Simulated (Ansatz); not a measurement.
# Kick test of a cell of Al₇Cu

It was reached by relaxing an invented guess, and it needn't be the stable form of this composition.

These are results of DFT PBE, scalar-relativistic, plane waves, PAW (Ansatz), not measurements. Plane waves to 420 eV, a k mesh through Γ of 8×8×8 on the computed 8-atom cell and Gaussian smearing (0.10 eV); no spin polarisation.

The cell below (8 atoms, space group Fm-3m (No. 225)) is relaxed within its symmetry.

```cif
data_structure
_symmetry_space_group_name_H-M 'P 1'
_symmetry_Int_Tables_number 1
_cell_length_a 5.6282
_cell_length_b 5.6282
_cell_length_c 5.6282
_cell_angle_alpha 60.000
_cell_angle_beta 60.000
_cell_angle_gamma 60.000
_cell_volume 126.07
loop_
_atom_site_label
_atom_site_type_symbol
_atom_site_fract_x
_atom_site_fract_y
_atom_site_fract_z
_atom_site_occupancy
Al1 Al 0.50000 0.00000 0.00000 1
Al2 Al 0.00000 0.50000 0.50000 1
Al3 Al 0.00000 0.50000 0.00000 1
Al4 Al 0.50000 0.00000 0.50000 1
Al5 Al 0.00000 0.00000 0.50000 1
Al6 Al 0.50000 0.50000 0.00000 1
Al7 Al 0.00000 0.00000 0.00000 1
Cu1 Cu 0.50000 0.50000 0.50000 1
```

For the test it was strained at random (σ = 1.5 % a component), the atoms were moved at random (σ = 0.05 Å), and all was relaxed again on a coarse 6×6×6 mesh (in the run’s order of axes) with 0.20 eV smearing, with no symmetry imposed.

Task: Is the structure stable against such a distortion?

Result: It returns, within 1 meV/atom of the unmoved cell on that mesh and with the same symmetry when read at 0.1 Å. So it is stable against the distortions that fit this cell and that this random move excites. Modes that don't fit the cell aren't tested.
